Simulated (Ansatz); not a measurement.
SnTe, DFT, PBEsol, PAW with Ansatz's default frozen-core files, scalar-relativistic (Ansatz 0.2.0), run on 1 thread of Intel(R) Xeon(R) 6975P-C (Granite Rapids) on a shared host.

The cell comes from COD entry 9008726, which wasn't checked; take it as a given geometry. The listed cell was then made from it by scaling, straining or moving an atom.

Command: `ansatz run input.yaml --threads 1 --pin off --max-ram 3072MiB --backend cpu --events-out ev --progress --plain --runs-dir out`

```yaml
crystal:
  lattice:
    - [0.0, 3.188065, 3.1565]
    - [3.188065, 0.0, 3.1565]
    - [3.188065, 3.188065, 0.0]
  atoms:
    - { symbol: Sn, position: [0.0, 0.0, 0.0] }
    - { symbol: Te, position: [0.5, 0.5, 0.5] }
kpoints:
  mp_grid: { grid: [11, 11, 11] }
scf:
  occupations: { method: fermi_dirac, width: 0.08 }
hamiltonian:
  xc: pbesol
  pseudopotentials: { kind: paw }
output:
  forces: true
  stress: true
  eigenvalues: true
  efg: { contact_densities: true }
```

(1) How large is the problem that the program sets up?

(2) About how long does it take, and how much memory does it use?

(3) And the same cell and mesh by all-electron PAW (datasets made for this crystal), asked for forces, stress, eigenvalues, efg, on the same hardware?

Results:

(1) 126 irreducible k-points, 1243 plane waves at Γ, 19 bands.

(2) 5.1 s of wall time for 6 SCF iterations, with a peak of 0.53 GiB. Times on shared machines scatter by tens of per cent.

(3) 7.9 s, peak memory 0.66 GiB.
